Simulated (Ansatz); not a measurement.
Values for one crystal, relaxed and computed with plane-wave PAW r²SCAN (Ansatz code); other levels are named.

```yaml
volume_per_atom: 18.12 Å³
electronic_character: metallic (no gap)
Formation energy from the elements (no fitted shifts): -0.73 eV/atom
Density of states at the Fermi level: 0.37 states/eV per atom (mean over ±0.08 eV)
```

Which compound is it?
A) LaSi2Pt, Cmcm (La on 4c, Si on 4c, Si on 4c, Pt on 4c)
B) LaAl2Ge2, P-3m1 (La on 1a, Al on 2d, Ge on 2d)
C) LaSi3Ru, I4mm (La on 2a, Si on 2a, Si on 4b, Ru on 2a)
D) YSi, Cmcm (Y on 4c, Si on 4c)

C, LaSi3Ru, I4mm (La on 2a, Si on 2a, Si on 4b, Ru on 2a)

The first step of the workflow began from a Materials Project structure, measured or hypothetical; the Crystallography Open Database copy checked does not list it. Whether it is the stable phase at ambient conditions was not checked. The cell was relaxed with r²SCAN under the symmetry of its start; its stability against distortions is not shown here. No spin polarisation was allowed. The references are the lowest solids computed at this level, not always the standard phases. Spin–orbit coupling is left out wherever it is not named.

Potentials: the earlier of the program's two PAW sets.
